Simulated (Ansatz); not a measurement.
IrO$_{2}$ (rutile)

```
CELL_PARAMETERS angstrom
      4.52931     0.00000     0.00000
      0.00000     4.52931     0.00000
      0.00000     0.00000     3.17991
ATOMIC_POSITIONS crystal
  Ir 0.00000 0.00000 0.00000
  Ir 0.50000 0.50000 0.50000
  O  0.30844 0.30844 0.00000
  O  0.80844 0.19156 0.50000
  O  0.19156 0.80844 0.50000
  O  0.69156 0.69156 0.00000
```

Two coordinates are scanned: the volume, and the ratio of the stretch along z (the conventional c axis) to the stretch across it. Atoms keep their fractional coordinates.

The numbers are results of PBE (plane waves to 420 eV, PAW, scalar-relativistic; Ansatz, a first-principles code), not measurements. k mesh 10×10×15 (Γ-centred), Fermi-Dirac smearing 0.05 eV. Energies are smeared free energies. As the atoms are clamped, bonds stretch with the cell, which overstates energies and stresses. With partly filled bands, the response to shear is sensitive to the k mesh, so small differences along c/a are uncertain. IrO2 is run without spin polarisation and with no Hubbard U. IrO2 was relaxed with its symmetry unable to fall. Spin-orbit coupling is left out, though Ir is heavy. The PAW data are Ansatz's earlier set. ΔE is measured from the relaxed starting cell.

**Question.** Estimate the ΔE (meV/atom) for all points of the grid V/V₀ = 0.960, 0.980, 1.000, 1.020, 1.040 by (c/a)/(c/a)₀ = 0.960, 0.980, 1.000, 1.020, 1.040.

**Answer.** ΔE (meV/atom), with V/V₀ across and (c/a)/(c/a)₀ down:

```
(c/a)/(c/a)₀ \ V/V₀  0.960  0.980  1.000  1.020  1.040
-------------------  -----  -----  -----  -----  -----
0.960                   41     24     16     16     22
0.980                   24     10      4      6     14
1.000                   16      4      0      4     14
1.020                   17      6      4      9     20
1.040                   26     16     15     21     34
```

(Under strain, the slope of the energy per volume gives the stress and its curvature an elastic modulus.)
